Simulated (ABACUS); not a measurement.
A self-consistent single point of Al3GaN4 (P-43m, 8 atoms in the cell; from Materials Project mp-1019378, changed as shown).

```
Al3GaN4
1.0
    4.31514     0.00000     0.00000
    0.00000     4.31514     0.00000
    0.00000     0.00000     4.31514
Al Ga N
3 1 4
Direct
  0.50000   0.50000   0.00000
  0.00000   0.50000   0.50000
  0.50000   0.00000   0.50000
  0.00000   0.00000   0.00000
  0.74416   0.74416   0.25584
  0.74416   0.25584   0.74416
  0.25584   0.25584   0.25584
  0.25584   0.74416   0.74416
```

Level of theory: LDA (PW92), PseudoDojo 0.4 standard norm-conserving LDA (tails mended) pseudopotentials (plane waves; ABACUS).

ABACUS settings:

| key | value |
|---|---|
| KPT | Gamma 8 8 8 0 0 0 |
| basis_type | pw |
| dft_functional | PWLDA |
| ecutwfc | 84 Ry |
| smearing_method | fixed |
| potentials | PseudoDojo 0.4 standard norm-conserving LDA (tails mended) |
| symmetry | 1 |
| symmetry_prec | 1e-05 |
| ks_solver | dav |
| scf_nmax | 100 |
| scf_thr | 1.0e-09 Ry |
| mixing_type | pulay |
| mixing_beta | 0.4 |

Results:

- Number of valence electrons = 42
- Number of bands = 31
- Number of k-points after the program's reduction = 35
- Number of plane waves (most at a k-point) = 7088
- Number of SCF iterations = 9
- FFT grid = 48 × 48 × 48
- Free energy E − TS = -3409.5429 eV
- Top of the valence band (on the code's own zero) = 8.30 eV
- Gap on the k-point mesh = 3.43 eV
- Pressure = 7.32 GPa
- Largest force (vector length) = 0.100 eV/Å

Forces (eV/Å):
```csv
atom,Fx,Fy,Fz
Al1,0.000,0.000,0.000
Al2,0.000,0.000,0.000
Al3,0.000,0.000,0.000
Ga4,0.000,0.000,0.000
N5,0.058,0.058,-0.058
N6,0.058,-0.058,0.058
N7,-0.058,-0.058,-0.058
N8,-0.058,0.058,0.058
```

Stress (GPa, positive for compression):
```
7.32  0.00  0.00
0.00  7.32  0.00
0.00  0.00  7.32
```

The gap is read on the k-point mesh of the run and can differ from the gap over the whole zone at this level.

For comparison: a first run was changed to give this one (lattice scaled by 0.98), and from it to this one the free energy rises by 2.5 meV/atom, the pressure goes from -5.45 to 7.32 GPa, the largest force goes from 0.109 to 0.100 eV/Å and the gap on the mesh goes from 3.388 to 3.430 eV.

The structure comes from a collection of computed structures, made at another level of theory; the collection holds predicted forms beside known ones. Its lattice was then scaled.

Cost on one core: about 2.0 core-minutes (a rough figure).

“Tails mended”: in these copies of the files the far tail of each local potential was reset to the Coulomb form.
